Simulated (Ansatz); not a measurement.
In plane-wave PAW r²SCAN (Ansatz code), ZnGaNO in the orthorhombic phase (Pna2_1; Zn on 4a, Ga on 4a, O on 4a, N on 4a) relaxes to a = 5.601 Å, b = 6.432 Å, c = 5.187 Å. Zn has 4 nearest neighbours from 1.97 Å (tetrahedral); Ga has 4 nearest neighbours from 1.88 Å (tetrahedral); O has 4 nearest neighbours from 1.93 Å (tetrahedral); N has 4 nearest neighbours from 1.88 Å (tetrahedral). Against the elements it lies at -1.09 eV/atom, with no fitted shifts.

The Kohn–Sham gap is 1.69 eV (smallest direct gap 1.70 eV). The electron mass is 0.17, 0.18, 0.19 mₑ (principal values). The hole mass is 0.91, 1.6, 6.3 mₑ (principal values).

The bulk modulus is 163 GPa. Bader charges are Zn +1.18, Ga +1.76, O -1.33, N -1.61 e.

The start of the workflow was typed in or built on a structure type; neither database checked (COD, Materials Project) lists it. Whether it is the stable phase at ambient conditions was not checked. The cell was relaxed with r²SCAN under the symmetry of its start; its stability against distortions is not shown here. The references are the lowest solids computed at this level, not always the standard phases (solids in place of the gases). Spin–orbit coupling is left out wherever it is not named.

Potentials: the earlier of the program's two PAW sets.
